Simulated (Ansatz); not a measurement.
Data:

CdF2:
```cif
data_Cd4F8
_chemical_formula_sum 'Cd4 F8'
_space_group_name_H-M_alt 'Fm-3m'
_space_group_IT_number 225
_space_group_name_Hall '-F 4 2 3'
_cell_length_a 5.38397
_cell_length_b 5.38397
_cell_length_c 5.38397
_cell_angle_alpha 90.000
_cell_angle_beta 90.000
_cell_angle_gamma 90.000
loop_
_atom_site_label
_atom_site_type_symbol
_atom_site_symmetry_multiplicity
_atom_site_Wyckoff_symbol
_atom_site_fract_x
_atom_site_fract_y
_atom_site_fract_z
_atom_site_occupancy
Cd1 Cd 4 a 0.00000 0.00000 0.00000 1
F1 F 8 c 0.25000 0.25000 0.25000 1
```
(The calculation used a cell of 3 atoms; values per cell refer to that cell.)

This is the PBEsol-relaxed structure.

All from PBEsol in the plane-wave PAW code Ansatz, unless another level is named. Give the electron effective mass.

0.37 mₑ (isotropic).

Give the HSE06 gap on the PBEsol cell.

5.22 eV.

What about the smallest direct gap on the standard path?

3.43 eV.

What about the hole effective mass with spin–orbit coupling?

2.1, 2.1, 7.0 mₑ (principal values).

Predict the band gap.

2.94 eV (indirect).

The PBEsol relaxation kept the symmetry of its start. Scalar-relativistic: spin–orbit coupling is off unless named, which matters more the heavier the elements.

Potentials: the later of the program's two PAW sets.
